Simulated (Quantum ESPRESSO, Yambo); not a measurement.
TiO₂ (space group P2_1/c, No. 14): one geometry, one set of PBEsol (pw.x of Quantum ESPRESSO, ONCV potentials, without SOC) orbitals, self-energies from Yambo (4×2×2 Γ-centred k mesh, bands 5 to 242 and a 8 Ry block in the screening, 242 bands in G with the Bruneval-Gonze terminator, plasmon pole fitted at 27.2 eV).

```json
[
 {"level": "PBEsol (Quantum ESPRESSO)", "gap Γ → (-0.5, 0, 0) (eV)": "2.28", "direct gap at (-0.5, 0, 0) (eV)": "2.35"},
 {"level": "exchange only (Hartree-Fock self-energy on PBEsol orbitals)", "gap Γ → (-0.5, 0, 0) (eV)": "…", "direct gap at (-0.5, 0, 0) (eV)": "…"},
 {"level": "static COHSEX@PBEsol", "gap Γ → (-0.5, 0, 0) (eV)": "4.10", "direct gap at (-0.5, 0, 0) (eV)": "4.17"},
 {"level": "G0W0@PBEsol, plasmon pole", "gap Γ → (-0.5, 0, 0) (eV)": "…", "direct gap at (-0.5, 0, 0) (eV)": "…"}
]
```

What belongs in the gaps?


- exchange only (Hartree-Fock self-energy on PBEsol orbitals), gap Γ → (-0.5, 0, 0) (eV): 14.72
- exchange only (Hartree-Fock self-energy on PBEsol orbitals), direct gap at (-0.5, 0, 0) (eV): 14.86
- G0W0@PBEsol, plasmon pole, gap Γ → (-0.5, 0, 0) (eV): 3.65
- G0W0@PBEsol, plasmon pole, direct gap at (-0.5, 0, 0) (eV): 3.71

Bare exchange has no screening and gives the widest gap; static COHSEX screens it but leaves out the frequency dependence, which G0W0 restores.

Nearest settings tried, and what they do to the gap: 164 bands in W, 164 bands in G: -1 meV; 3 Ry block (77 vectors against 301): +356 meV. Not varied: mesh. So the settings aren't converged at that level.

Geometry of the Materials Project entry, not relaxed at this level; primitive cell a = 4.8127 Å, b = 4.8719 Å, c = 5.0410 Å, α = 90.00°, β = 99.86°, γ = 90.00°.

This is not the ordinary phase of the substance.
